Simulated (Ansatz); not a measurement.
Relaxed-ion elastic tensor of GaCo (CsCl type, space group No. 221) in GPa (Voigt order), r²SCAN in the plane-wave PAW code Ansatz; density 9.22 g/cm³, 11.58 Å³ per atom.

```tsv
	1	2	3	4	5	6
1	221	167	167	0.0	0.0	0.0
2	167	221	167	0.0	0.0	0.0
3	167	167	221	0.0	0.0	0.0
4	0.0	0.0	0.0	124	0.0	0.0
5	0.0	0.0	0.0	0.0	124	0.0
6	0.0	0.0	0.0	0.0	0.0	124
```

**Question.** Is the crystal mechanically stable?

**Answer.** Yes: the smallest eigenvalue of C is 53.8 GPa.

**Question.** Work out the Voigt, Reuss and Hill averages.

**Answer.** K_V = 185, K_R = 185, K_H = 185; G_V = 85.0, G_R = 50.7, G_H = 67.9 GPa.

**Question.** Give Young's modulus, Poisson's ratio, Pugh's ratio and the universal anisotropy index.

**Answer.** E = 9KG/(3K + G) = 181 GPa; ν = 0.34; K/G = 2.72 (ductile by the Pugh limit of 1.75); A_U = 5G_V/G_R + K_V/K_R − 6 = 3.37.

**Question.** Estimate the sound speeds and the Debye temperature.

**Answer.** v_l = √((K + 4G/3)/ρ) = 5460 m/s, v_t = √(G/ρ) = 2710 m/s, mean 3040 m/s; Θ = (h/k)(3n/4πV)^(1/3) v_m = 401 K.

Space group Pm-3m (CsCl type). The r²SCAN relaxation kept the symmetry of its start. Magnetic state: ferromagnetic, the only order run, not a proven ground state. The cell computed holds one magnetic atom, so no antiferromagnetic order was within reach. Other orbital occupations within this spin state were not tried. As this level gives no gap, shear constants depend on the k-mesh and smearing (Fermi–Dirac, 0.1 eV here).

Potentials: the later of the program's two PAW sets.
